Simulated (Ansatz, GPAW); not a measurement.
## GaGe3: 3 runs at one level of theory

```
Ge Ga
1.0
     4.27847    0.00000    0.00000
     0.00000    4.27847    0.00000
     0.00000    0.00000    4.27847
Ge Ga
3 1
Direct
  0.50000 0.50000 0.00000
  0.50000 0.00000 0.50000
  0.00000 0.50000 0.50000
  0.00000 0.00000 0.00000
```

The cell comes from a database or a generator and needn't be the stable form of this composition.

Alike in all runs: task single point; functional PBEsol; k mesh 6 × 6 × 6; occupations fermi-dirac, width 0.05 eV; no spin polarisation; no spin-orbit coupling. Pressure is positive in compression and, in plane waves, holds the error of the finite cutoff, which Ansatz's Pulay term estimates and takes out.

| program and potentials | plane-wave cutoff (eV) | notes | band gap (eV) | pressure (GPa) |
| --- | --- | --- | --- | --- |
| Ansatz, Ansatz PAW | 420 | potentials made for PBE, which Ansatz adapts in part; 13.75 valence electrons an atom on average; Pulay term of +0.03 GPa included | no gap | -3.43 |
| Ansatz, all-electron LAPW, scalar-relativistic | - | - | no gap | -3.40 |
| GPAW, PAW data sets generated for this functional | 600 | 3.75 valence electrons an atom on average | no gap | -3.70 |

None finds a gap. The pressure spans -3.70 (GPAW, PAW data sets generated for this functional) to -3.40 GPa (Ansatz, all-electron LAPW, scalar-relativistic), with all-electron results at -3.40.

Differences between rows come from potentials, basis sets and numerical settings, since the functional is the same but for its coding. Runs on potential files found faulty are left out.
